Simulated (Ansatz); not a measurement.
LuAlB$_{4}$:
Space group Cmmm (No. 65); a = 7.181 Å, b = 9.140 Å, c = 3.421 Å, α = β = γ = 90.00°

| atom | site | symmetry | x | y | z |
|---|---|---|---|---|---|
| Lu | 4i | m2m | 0.0000 | 0.3003 | 0.0000 |
| Al | 4g | 2mm | 0.1807 | 0.0000 | 0.0000 |
| B | 4h | 2mm | 0.1205 | 0.5000 | 0.5000 |
| B | 8q | ..m | 0.2236 | 0.1598 | 0.5000 |
| B | 4j | m2m | 0.5000 | 0.4064 | 0.5000 |
(The calculation used a cell of 12 atoms; values per cell refer to that cell.)

Relaxed at zero pressure with plane-wave PAW LDA (Ansatz code).

**Question.** The volume is lowered by 6 % and shape and atoms relax at that volume. What pressure results, and how do the axes share the change?

**Answer.** 13.8 GPa; a -1.7 %, b -1.7 %, c -2.7 %; the energy rises by 23 meV/atom.

**Question.** Give the new structure.

**Answer.** 
Space group Cmmm (No. 65); a = 7.0564 Å, b = 8.9832 Å, c = 3.3296 Å, α = β = γ = 90.00°

| atom | site | symmetry | x | y | z |
|---|---|---|---|---|---|
| Lu | 4i | m2m | 0.0000 | 0.3006 | 0.0000 |
| Al | 4g | 2mm | 0.1804 | 0.0000 | 0.0000 |
| B | 4h | 2mm | 0.1203 | 0.5000 | 0.5000 |
| B | 8q | ..m | 0.2243 | 0.1598 | 0.5000 |
| B | 4j | m2m | 0.5000 | 0.4060 | 0.5000 |

The phase is kept; no other phase was compared at this pressure.

The workflow started from an entry of the Crystallography Open Database (COD, 298 K), which files this formula under 2 space groups. Whether it is the stable phase at ambient conditions was not checked. Symmetry was held in the LDA relaxation; its stability against distortions is not shown here. Spin–orbit coupling is left out wherever it is not named.

Potentials: the later of the program's two PAW sets.
